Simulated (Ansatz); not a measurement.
Relaxed-ion elastic tensor of WC in space group Pm-3m (No. 221; W on 3c, C on 3d) in GPa (Voigt order), DFT-r²SCAN in the program Ansatz with PAW potentials; density 13.13 g/cm³, 12.39 Å³ per atom.

```csv
,1,2,3,4,5,6
1,609,158,158,0.0,0.0,0.0
2,158,609,158,0.0,0.0,0.0
3,158,158,609,0.0,0.0,0.0
4,0.0,0.0,0.0,88.7,0.0,0.0
5,0.0,0.0,0.0,0.0,88.7,0.0
6,0.0,0.0,0.0,0.0,0.0,88.7
```

Question: Is the crystal mechanically stable?

Answer: Yes: the smallest eigenvalue of C is 88.7 GPa.

Question: Work out the Voigt, Reuss and Hill averages.

Answer: K_V = 308, K_R = 308, K_H = 308; G_V = 143, G_R = 117, G_H = 130 GPa.

Question: Give Young's modulus, Poisson's ratio, Pugh's ratio and the universal anisotropy index.

Answer: E = 9KG/(3K + G) = 343 GPa; ν = 0.31; K/G = 2.37 (ductile by the Pugh limit of 1.75); A_U = 5G_V/G_R + K_V/K_R − 6 = 1.12.

Question: Estimate the sound speeds and the Debye temperature.

Answer: v_l = √((K + 4G/3)/ρ) = 6060 m/s, v_t = √(G/ρ) = 3150 m/s, mean 3530 m/s; Θ = (h/k)(3n/4πV)^(1/3) v_m = 454 K.

Question: Give the Zener ratio and Young's modulus along [100], [110] and [111].

Answer: A = 2C44/(C11 − C12) = 0.39; 1/E = S11 − 2(S11 − S12 − S44/2)Γ with Γ = 0, 1/4, 1/3 gives 544, 282, 243 GPa.

Question: Solve the Christoffel equation for the three sound speeds along [100], [110], [111].

Answer: Eigenvalues of C_ijkl n_j n_l equal ρv². In km/s, slowest first: [100] 2.60, 2.60, 6.81; [110] 2.60, 4.15, 6.00; [111] 3.70, 3.70, 5.70.

The start of the workflow was typed in or built on a structure type; neither database checked (COD, Materials Project) lists it. It is not the phase usual at ambient conditions (space group No. 187). The cell was relaxed with r²SCAN under the symmetry of its start; its stability against distortions is not shown here. No spin polarisation was allowed. Its formation energy is positive at this level, so the cell may be metastable or incomplete. As this level gives no gap, shear constants depend on the k-mesh and smearing (Fermi–Dirac, 0.1 eV here). Spin–orbit coupling is left out wherever it is not named.

Potentials: the earlier of the program's two PAW sets.
